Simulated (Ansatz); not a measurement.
A distorted cell of CoP3 (space group Im-3):

```
CoP3
1.0
   -3.89482     3.89482     3.89482
    3.89482    -3.89482     3.89482
    3.89482     3.89482    -3.89482
Co P
4 12
Cartesian
  1.94741   1.94741  -1.94741
  1.94741   1.94741   1.94741
  1.94741  -1.94741   1.94741
 -1.94741   1.94741   1.94741
  1.18688   2.75105   3.89482
  2.70794   1.14377   0.00000
  5.08170   1.14377   0.00000
 -1.18688   2.75105   3.89482
  3.89482   1.18688   2.75105
  0.00000   2.70794   1.14377
  0.00000   5.08170   1.14377
  3.89482  -1.18688   2.75105
  2.75105   3.89482   1.18688
  1.14377   0.00000   2.70794
  1.14377   0.00000   5.08170
  2.75105   3.89482  -1.18688
```

All values below come from PBEsol (plane waves to 420 eV, PAW, scalar-relativistic; Ansatz, a quantum-chemistry and plane-wave program). k mesh 5×5×5 (Γ-centred), Fermi-Dirac smearing 0.05 eV. Energies are smeared free energies. Stress and pressure are positive under compression. At this level the bands of CoP3 touch or barely overlap; measurements give the solid a gap. CoP3 is run without spin polarisation. CoP3 was relaxed with its symmetry unable to fall.

**Question.** What is the stress tensor (GPa)?

**Answer.** 
```
   -8.5      0.0      0.0
    0.0     -8.5      0.0
    0.0      0.0     -8.5
```
The pressure, a third of the trace, is -8.5 GPa.

**Question.** It is the relaxed cell scaled evenly to V/V₀ = 1.060, atoms relaxed where free. What is its energy relative to the relaxed cell?

**Answer.** 23 meV/atom.

(Under strain, the slope of the energy per volume gives the stress and its curvature an elastic modulus.)
